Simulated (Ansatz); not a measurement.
Start of a relaxation of Ba2C:

```cif
data_structure
_symmetry_space_group_name_H-M 'P3m1'
_symmetry_Int_Tables_number 156
_cell_length_a 5.7951
_cell_length_b 5.7951
_cell_length_c 5.7390
_cell_angle_alpha 90.000
_cell_angle_beta 90.000
_cell_angle_gamma 120.000
_cell_volume 166.91
loop_
_atom_site_label
_atom_site_type_symbol
_atom_site_symmetry_multiplicity
_atom_site_Wyckoff_symbol
_atom_site_fract_x
_atom_site_fract_y
_atom_site_fract_z
_atom_site_occupancy
Ba1 Ba 3 d 0.16147 0.83853 0.20204 1
Ba2 Ba 1 c 0.66667 0.33333 0.99301 1
C1 C 1 a 0.00000 0.00000 0.38221 1
C2 C 1 b 0.33333 0.66667 0.85552 1
```

Method: DFT PBE, scalar-relativistic, plane waves, PAW in Ansatz 0.2.0. Cutoff 420 eV, Gaussian smearing, Γ-centred meshes. Cell and atoms relax first on a coarse mesh and then on a finer one. In between, the cell is made exact in the group found at 0.06 Å. In metals the finer mesh still leaves noise of several meV/atom or more. The steps can't lower the symmetry of their start. Collinear spin is switched on along the way, since trial moments persisted in a coarse test.

A guess keeps its type if space group and coordination stay and the shape of the cell changes little (axis ratios within about 15 %, angles within 6°); the volume may change.

**Question.** Will the relaxed cell still be of the starting type?

**Answer.** It doesn't keep its type. The symmetry goes from P3m1 (No. 156) to P6/mmm (No. 191). The volume per atom grows by 20.0 %, from 27.8 to 33.4 Å³. The shortest distance goes from 1.92 Å (Ba–C) to 2.96 Å (Ba–C). Counting neighbours within 15 % of an atom's shortest distance, the start has Ba 1/9, C 3 and the end Ba 4/20, C 6. In detail, at the end around Ba on a site of symmetry mmm lie 4 C at 2.96 Å, 6 Ba at 3.82–3.96 Å and 4 Ba at 4.30 Å; Ba on a site of symmetry 6/mmm has 2 Ba at 3.96 Å, 12 Ba at 4.30 Å and 6 C at 4.42 Å; around C lie 6 Ba at 2.96 Å, 2 C at 3.96 Å, 3 Ba at 4.42 Å and 3 C at 4.42 Å.

```
CELL_PARAMETERS angstrom
7.64742 0.00000 0.00000
-3.82371 6.62286 0.00000
0.00000 0.00000 3.95547
ATOMIC_POSITIONS crystal
Ba 0.50000 0.50000 0.00000
Ba 0.50000 0.00000 0.00000
Ba 0.00000 0.50000 0.00000
Ba 0.00000 0.00000 0.50000
C 0.33333 0.66667 0.50000
C 0.66667 0.33333 0.50000
```

The last run used collinear spin, a 6×6×10 mesh (in the run's order of axes) for its 6-atom cell and Gaussian smearing of 0.10 eV. The magnetic state reached may not be the lowest. A structure relaxed within its symmetry needn't be a true minimum.

In counts of neighbours, a slash parts the counts of unlike sites.
